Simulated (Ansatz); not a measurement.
Q: ZrN (rock salt, Fm-3m) is relaxed with plane-wave PAW LDA (Ansatz code). What lattice parameters of the conventional cell result?

A: a = 4.525 Å.

Q: Is it a metal or does it have a gap at this level?

A: No gap at this level.

The cell was relaxed with LDA under the symmetry of its start; of distortions, only those at the zone centre were tested. The run is not spin-polarised. With an odd number of electrons in the cell and no spin polarisation, the count alone makes it a metal. Scalar-relativistic: spin–orbit coupling is off unless named, which matters more the heavier the elements.

Potentials: the earlier of the program's two PAW sets.
